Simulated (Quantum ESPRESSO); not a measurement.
```xyz
2
Lattice="3.9137 0.0000 0.0000 0.0000 3.9137 0.0000 0.0000 0.0000 3.9137" Properties=species:S:1:pos:R:3 pbc="T T T"
Br     1.9568     1.9568     1.9568
Tl     0.0000     0.0000     0.0000
```

Cell and atoms were relaxed with PBEsol from Materials Project entry mp-22875, within its symmetry.

Question: What does PBE (stringent potentials; pw.x of Quantum ESPRESSO, ONCV potentials, scalar-relativistic) give for the electronic structure near the Fermi level?

Answer: The PBE gap is direct, 1.72 eV at X. Spin-orbit coupling is left out; with 6p states at a band edge it can lower the gap by many tenths of an eV, most of a small gap.
